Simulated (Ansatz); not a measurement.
NaF (rock salt, Fm-3m), a = b = c = 4.629 Å, α = β = γ = 90.00°; the cell used has 2 atoms.

This is the PBEsol-relaxed structure.

Problem. All from the program Ansatz at the PBEsol level (PAW), unless another level is named. Estimate the static dielectric constant ε0 (ions relaxed, cell fixed).

Solution. 5.30.

Problem. Give the Born charges (a third of the trace).

Solution. Na +1.01, F -1.01 e.

Problem. And the electronic dielectric constant ε∞ (DFPT)?

Solution. 1.89.

Symmetry was held in the PBEsol relaxation.

Potentials: the earlier of the program's two PAW sets. The files were generated under PBE; for other functionals the program regenerates the frozen cores, and for LDA and PBEsol the local potential too.
